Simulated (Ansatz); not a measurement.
The elements of this relaxed trial crystal are hidden behind letters.

```
lattice vectors (Å)
   4.4721    0.0000    0.0000
  -2.2360    3.8729    0.0000
   0.0000    0.0000   22.0621
fractional positions
X 0.6667 0.3333 0.1606
X 0.6667 0.3333 0.5000
X 0.6667 0.3333 0.8402
X 0.3333 0.6667 0.0000
X 0.3333 0.6667 0.3402
X 0.3333 0.6667 0.6606
Z 0.6667 0.3333 0.2908
Z 0.3333 0.6667 0.7908
Q 0.6667 0.3333 0.6222
Q 0.6667 0.3333 0.9617
Q 0.3333 0.6667 0.1222
Q 0.3333 0.6667 0.4617
```

The calculation used DFT PBE, scalar-relativistic, plane waves, PAW in Ansatz 0.2.0. Settings of the last relaxation (12-atom cell): 420 eV, 12×12×2 k points, Gaussian smearing of 0.10 eV, no spin polarisation.

```
Space group                                 : P6_3mc (No. 186)
Conventional cell                           : a = 4.472 Å, c = 22.062 Å
Volume per atom                             : 31.84 Å³
Density                                     : 5.35 g/cm³
Formation energy                            : −0.17 eV/atom
Gap on the 12×12×2 mesh of the 12-atom cell : 0 eV (the bands meet within 0.015 eV)
```

Energies are uncorrected and count from the elements' standard states at the same level.

Q: X is a p-block element of period 5, Z is a p-block element of period 5 and Q is a p-block element of period 4. Which elements are they?

A: X = In, Z = Sb, Q = As, so the formula is In3SbAs2. Density times volume gives a mean mass of 5.35 × 31.84/1.6605 = 102.6 u per atom, and this set has 102.7 u. In on its first site has 3 As at 2.72 Å and 1 Sb at 2.87 Å; Sb is surrounded by 4 In at 2.80–2.87 Å; As on its first site is surrounded by 4 In at 2.70–2.72 Å; 3 more sites not described. Other sets within the hints have nearly the same mass, so mass alone doesn't settle it; this one was computed.

Spin–orbit coupling, which can matter for Sb, is left out. The zero gap may come from the functional, which often closes small gaps. A structure relaxed within its symmetry needn't be a true minimum.
